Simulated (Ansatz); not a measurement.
# Sr2FeClO3: does the functional change the magnetic order?

```
CELL_PARAMETERS angstrom
3.92390 0.00000 0.00000
0.00000 3.92390 0.00000
0.00000 0.00000 14.29760
ATOMIC_POSITIONS crystal
Sr 0.50000 0.00000 0.34513
Sr 0.00000 0.50000 0.65487
Sr 0.50000 0.00000 0.09641
Sr 0.00000 0.50000 0.90359
Fe 0.00000 0.50000 0.20748
Fe 0.50000 0.00000 0.79252
Cl 0.00000 0.50000 0.42522
Cl 0.50000 0.00000 0.57478
O 0.00000 0.00000 0.23115
O 0.50000 0.50000 0.23115
O 0.50000 0.50000 0.76885
O 0.00000 0.00000 0.76885
O 0.00000 0.50000 0.07533
O 0.50000 0.00000 0.92467
```

The same starts (parallel, antiparallel patterns that fit this cell, and no moments) were run with plane-wave PAW DFT (Ansatz 0.2.0; atoms fixed, collinear spin, no spin-orbit coupling; 7×7×2 Γ-centred mesh, fermi-dirac occupations of width 0.050 eV) at these levels: r2SCAN, 500 eV; r2SCAN with U_eff = 3.1 eV on Fe d (all-electron-ortho-atomic projectors), 500 eV.

Q: How do order, exchange and moments depend on the level?

A: The runs give, at zero smearing:

| level | lowest state | mean moment on Fe (μB) | parallel less best compensated antiparallel (meV per Fe) | gain over no moments (meV per Fe) |
| --- | --- | --- | --- | --- |
| r2SCAN | antiparallel, compensated | 3.67 | +2 | 1905 |
| r2SCAN + U | antiparallel, compensated | 3.85 | +1 | 2925 |

Site moments are taken in small spheres that don't touch (radius about 0.4 of the atom's shortest bond), so those of the magnetic atoms read low. The two orders aren't resolved at any level: the difference runs from +1 to +2 meV per Fe. The moment grows from 3.67 μB under r2SCAN to 3.85 μB under r2SCAN + U.

The cell is that of a Crystallography Open Database entry, unchanged.

Caveats: only orders that fit this cell were tried, so the true order may need a larger cell or canted moments; atoms and cell are held at the entry's values; differences under about 5 meV per magnetic atom weren't tested against a denser mesh or another U, and are taken as unresolved; the U is a value in common use, not computed for this crystal; r2SCAN overestimates the moments and magnetic energies of itinerant metals; the state without moments isn't the paramagnet, so the last column is no ordering energy, and a U inflates it; the nearest magnetic pairs stand parallel in every state found, so their coupling isn't measured.
